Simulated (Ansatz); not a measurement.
Geometry optimisation in Ansatz: input, command and trajectory.

```yaml
crystal:
  lattice:
    - [6.601385807, 0.0, 0.0]
    - [-3.3006929035, 5.716967809, 0.0]
    - [0.0, 0.0, 3.91891128]
  atoms:
    - { symbol: Zr, position: [0.41805964, 0.41805964, 0.5] }
    - { symbol: Zr, position: [0.58194036, 0.0, 0.5] }
    - { symbol: Zr, position: [0.0, 0.58194036, 0.5] }
    - { symbol: As, position: [0.0, 0.0, 0.5] }
    - { symbol: As, position: [0.66666667, 0.33333333, 0.0] }
    - { symbol: As, position: [0.33333333, 0.66666667, 0.0] }
    - { symbol: Ru, position: [0.0, 0.2437339, 0.0] }
    - { symbol: Ru, position: [0.2437339, 0.0, 0.0] }
    - { symbol: Ru, position: [0.7562661, 0.7562661, 0.0] }
basis:
  ecutwfc: 500
kpoints:
  mp_grid: { grid: [6, 6, 10] }
hamiltonian:
  xc: r2scan
scf:
  occupations: { method: gaussian, width: 0.1 }
output:
  forces: true
  stress: true
  eigenvalues: true
relax:
  adjacent_minimum: "off"
  f_tol: 0.005
  max_steps: 80
  cell: { stress_tol: 0.05 }
```

```bash
ansatz run input.yaml --threads 2 --pin off --max-ram 5120MiB --backend cpu --events-out ev --progress --plain --runs-dir out
```

Method: Ansatz, DFT r2SCAN, scalar-relativistic, plane waves, PAW.

Of 5 frames 4 are shown, positions in Å and forces in eV/Å; the SCF threshold varies from step to step. Steps run on the plane waves of an earlier cell, with a Pulay correction in the pressure. The basis is chosen afresh for the last frame, the zero of the energies, and at times for earlier ones too; energy and pressure step there, also at an unchanged geometry.

```xyz
9
Lattice="6.6014 0.0000 0.0000 -3.3007 5.7170 0.0000 0.0000 0.0000 3.9189" Properties=species:S:1:pos:R:3:forces:R:3 pbc="T T T" step=1 free_energy_over_end_meV_per_atom=0.12 pressure_GPa=-0.32
Zr    1.3799    2.3900    1.9595   -0.0063   -0.0109    0.0000
Zr    3.8416    0.0000    1.9595    0.0125    0.0000    0.0000
Zr   -1.9208    3.3269    1.9595   -0.0063    0.0109    0.0000
As    0.0000    0.0000    1.9595    0.0000    0.0000    0.0000
As    3.3007    1.9057    0.0000    0.0000    0.0000    0.0000
As    0.0000    3.8113    0.0000    0.0000    0.0000    0.0000
Ru   -0.8045    1.3934    0.0000   -0.0216    0.0374    0.0000
Ru    1.6090    0.0000    0.0000    0.0432    0.0000    0.0000
Ru    2.4962    4.3235    0.0000   -0.0216   -0.0374    0.0000
9
Lattice="6.5836 0.0000 0.0000 -3.2918 5.7016 0.0000 0.0000 0.0000 3.9254" Properties=species:S:1:pos:R:3:forces:R:3 pbc="T T T" step=2 free_energy_over_end_meV_per_atom=0.03 pressure_GPa=0.44
Zr    1.3755    2.3825    1.9627    0.0123    0.0213    0.0000
Zr    3.8325    0.0000    1.9627   -0.0246    0.0000    0.0000
Zr   -1.9163    3.3190    1.9627    0.0123   -0.0213    0.0000
As    0.0000    0.0000    1.9627    0.0000    0.0000    0.0000
As    3.2918    1.9005    0.0000    0.0000    0.0000    0.0000
As    0.0000    3.8010    0.0000    0.0000    0.0000    0.0000
Ru   -0.8031    1.3910    0.0000   -0.0127    0.0220    0.0000
Ru    1.6062    0.0000    0.0000    0.0254    0.0000    0.0000
Ru    2.4887    4.3105    0.0000   -0.0127   -0.0220    0.0000
9
Lattice="6.5898 0.0000 0.0000 -3.2949 5.7069 0.0000 0.0000 0.0000 3.9258" Properties=species:S:1:pos:R:3:forces:R:3 pbc="T T T" step=3 free_energy_over_end_meV_per_atom=-0.01 pressure_GPa=0.03
Zr    1.3778    2.3865    1.9629    0.0004    0.0007    0.0000
Zr    3.8341    0.0000    1.9629   -0.0008    0.0000    0.0000
Zr   -1.9171    3.3205    1.9629    0.0004   -0.0007    0.0000
As    0.0000    0.0000    1.9629    0.0000    0.0000    0.0000
As    3.2949    1.9023    0.0000    0.0000    0.0000    0.0000
As    0.0000    3.8046    0.0000    0.0000    0.0000    0.0000
Ru   -0.8040    1.3926    0.0000   -0.0077    0.0133    0.0000
Ru    1.6080    0.0000    0.0000    0.0153    0.0000    0.0000
Ru    2.4909    4.3143    0.0000   -0.0077   -0.0133    0.0000
9
Lattice="6.5901 0.0000 0.0000 -3.2950 5.7072 0.0000 0.0000 0.0000 3.9260" Properties=species:S:1:pos:R:3:forces:R:3 pbc="T T T" step=5 free_energy_over_end_meV_per_atom=0.00 pressure_GPa=0.00
Zr    1.3779    2.3866    1.9630    0.0003    0.0004    0.0000
Zr    3.8343    0.0000    1.9630   -0.0005    0.0000    0.0000
Zr   -1.9171    3.3206    1.9630    0.0003   -0.0004    0.0000
As    0.0000    0.0000    1.9630    0.0000    0.0000    0.0000
As    3.2950    1.9024    0.0000    0.0000    0.0000    0.0000
As    0.0000    3.8048    0.0000    0.0000    0.0000    0.0000
Ru   -0.8044    1.3932    0.0000   -0.0009    0.0016    0.0000
Ru    1.6087    0.0000    0.0000    0.0019    0.0000    0.0000
Ru    2.4907    4.3139    0.0000   -0.0009   -0.0016    0.0000
```

It took 4.3 min on 2 threads of Arm Neoverse V1, on a shared host, peak memory 1 GiB.